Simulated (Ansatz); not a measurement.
Question: HfO₂ in space group Pca2_1 (No. 29; Hf on 4a, O on 4a, O on 4a) is relaxed with the program Ansatz at the r²SCAN level (PAW). What lattice parameters of the conventional cell result?

Answer: a = 5.247 Å, b = 5.031 Å, c = 5.060 Å.

Question: Give the free coordinates with the occupied sites.

Answer: In one choice of origin and axes:

```csv
atom,site,symmetry,x,y,z
Hf,4a,1,0.0325,0.2670,0.2411
O,4a,1,0.3671,0.0700,0.3808
O,4a,1,0.2321,0.5389,0.4911
```

Question: Is it a metal or does it have a gap at this level?

Answer: A gap of 4.94 eV, indirect.

The cell was relaxed with r²SCAN under the symmetry of its start. The run is not spin-polarised. Spin–orbit coupling is left out wherever it is not named.

Potentials: the earlier of the program's two PAW sets.
